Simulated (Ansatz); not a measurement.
One crystal and one scan (frozen-phonon scan) at two levels, r2SCAN (plane waves to 500 eV, PAW, scalar-relativistic; Ansatz, a first-principles code) and PBE (plane waves to 420 eV, PAW, scalar-relativistic; Ansatz), each from its own relaxed cell and on its own mesh. The cell shown is that of r2SCAN.

PbS (rock salt)

```xyz
4
Lattice="0.0000 5.9745 5.9745 2.9872 0.0000 2.9872 2.9872 2.9872 0.0000" Properties=species:S:1:pos:R:3 pbc="T T T"
S      0.0000     0.0000     0.0000
S      2.9872     5.9745     2.9872
Pb     2.9872     2.9872     2.9872
Pb     2.9872     5.9745     5.9745
```

A phonon eigenvector at L = (0.5, 0.0, 0.0) is frozen into this cell: atom i moves by Q times the vector below, so Q is the largest atomic displacement, in Å. The cell is held. (q is in reciprocal vectors of the primitive cell; the cell shown is doubled to hold the pattern.)

| atom | x | y | z |
|---|---|---|---|
| Pb3 | -0.577 | 0.577 | 0.577 |
| Pb4 | 0.577 | -0.577 | -0.577 |

Atoms not listed stay in place.

PbS was relaxed with its symmetry unable to fall. Spin-orbit coupling is left out, though Pb is heavy. Percentages come from the unrounded values.

Results of r2SCAN:

- Lattice constant a (Å): 5.974
- Harmonic wavenumber from the curvature (finite differences) (cm⁻¹ (negative: imaginary)): 107
- Shape of the curve: a single well with its minimum at or next to zero displacement

### Question
Estimate the PBE values.

### Answer
| quantity | PBE | r2SCAN − PBE |
|---|---|---|
| Lattice constant a (Å) | 6.009 | -0.035 (-0.6 %) |
| Harmonic wavenumber from the curvature (finite differences) (cm⁻¹ (negative: imaginary)) | 103 | +4 (+4 %) |

r2SCAN gives the higher value for: harmonic wavenumber from the curvature. r2SCAN gives the lower value for: lattice constant a. Both give the same shape of the curve: a single well with its minimum at or next to zero displacement.

(For displaced atoms, the force is minus the slope of the energy, and its curvature is a force constant, which sets phonon frequencies.)
